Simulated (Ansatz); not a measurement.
# Property card for SiO$_{2}$

SiO2:
```
CELL_PARAMETERS angstrom
      2.82140     0.00000     0.00000
      0.00000     2.82140     0.00000
      0.00000     0.00000     8.58835
ATOMIC_POSITIONS crystal
  Si 0.00000 0.00000 0.00000
  Si 0.50000 0.50000 0.50000
  O  0.00000 0.50000 0.09939
  O  0.00000 0.50000 0.59939
  O  0.50000 0.00000 0.40061
  O  0.50000 0.00000 0.90061
```

Space group P4_2/nmc (No. 137); conventional cell a = 2.821 Å, b = 2.821 Å, c = 8.588 Å, α = 90.00°, β = 90.00°, γ = 90.00°.

Method: plane-wave PAW PBEsol (Ansatz code). The cell and atoms are relaxed at this level. Other levels are named where they apply.

Cell and energy:

| Quantity | Result |
|---|---|
| Volume per atom | 11.39 Å³ |
| Density | 2.92 g/cm³ |
| Formation energy from the elements (no fitted shifts) | -2.58 eV/atom |

Electronic structure:

| Quantity | Result |
|---|---|
| Band gap | 5.03 eV (indirect) |
| Valence-band maximum | on the M–Γ line, 48 % of the way from M |
| Conduction-band minimum | at Γ |
| Smallest direct gap on the standard path | 5.35 eV |
| Electron effective mass | 0.41, 0.41, 0.68 mₑ (principal values) |
| HSE06 gap on the PBEsol cell | 7.04 eV |

Mechanics:

| Item | Result |
|---|---|
| Elastic constants (relaxed ions, GPa) | C11 = 379, C12 = -31.4, C13 = 13.9, C33 = 11.5, C44 = 9.1, C66 = 44.6 |
| Mechanical stability | stable (all eigenvalues of C positive) |

Dielectric response:

| Property | Value |
|---|---|
| Electronic dielectric constant ε∞ (DFPT) | 2.89 (xx = yy), 2.36 (zz) |
| Static dielectric constant ε0 (ions relaxed, cell fixed) | 6.26 (xx = yy), 2.90 (zz) |
| Born charges (a third of the trace) | Si +3.12, O -1.56 e |

Phonons:

| Property | Result |
|---|---|
| Highest zone-centre frequency (without LO–TO term) | 912 cm⁻¹ |
| Zone-centre stability | no imaginary mode at Γ |

The cell is a constructed one: a structure type filled with these elements; neither database checked (COD, Materials Project) lists it. It is not the phase usual at ambient conditions (space group No. 92, 152, 154). The cell was relaxed with PBEsol under the symmetry of its start. The references are the lowest solids computed at this level, not always the standard phases (solids in place of the gases).

Potentials: the later of the program's two PAW sets.
